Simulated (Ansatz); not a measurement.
**Si5GeC6: relaxed-ion elastic tensor**

Computed with DFT PBE, scalar-relativistic, plane waves, PAW (Ansatz). Settings: 420 eV plane-wave cutoff, Γ-centred 12×12×2 mesh, fixed occupations. No spin polarisation.

Relaxed structure:
```xyz
12
Lattice="3.1177 0.0000 0.0000 -1.5589 2.7000 0.0000 0.0000 0.0000 15.3661" Properties=species:S:1:pos:R:3 pbc="T T T"
Si    1.5589    0.9000    0.0812
Si    1.5589    0.9000    5.1489
Si    1.5589    0.9000   10.2122
Si    0.0000    0.0000    2.6155
Si    0.0000    0.0000    7.6824
Ge    0.0000    0.0000   12.8230
C     1.5589    0.9000    1.9901
C     1.5589    0.9000    7.0566
C     1.5589    0.9000   12.1069
C     0.0000    0.0000    4.5233
C     0.0000    0.0000    9.5898
C     0.0000    0.0000   14.8326
```

The cell was found from a structure generator's guess, not taken from experiment.

(1) Give the relaxed-ion elastic constants (GPa, Voigt order xx yy zz yz xz xy, on the Cartesian axes of the cell above).

(2) Is the crystal stable against homogeneous strain?

(3) And the moduli of a polycrystal (Hill averages)?

Results:

(1)
C11 = 473.9, C12 = 98.2, C13 = 48.9, C14 = 0.1, C22 = 473.9, C23 = 48.9, C24 = -0.1, C33 = 516.1, C44 = 145.1, C55 = 145.1, C56 = 0.1, C66 = 187.8 GPa; the others vanish.

(2) Yes: the least eigenvalue of the tensor is 145.1 GPa.

(3) B = 206 GPa, G = 177 GPa, E = 413 GPa, ν = 0.17.
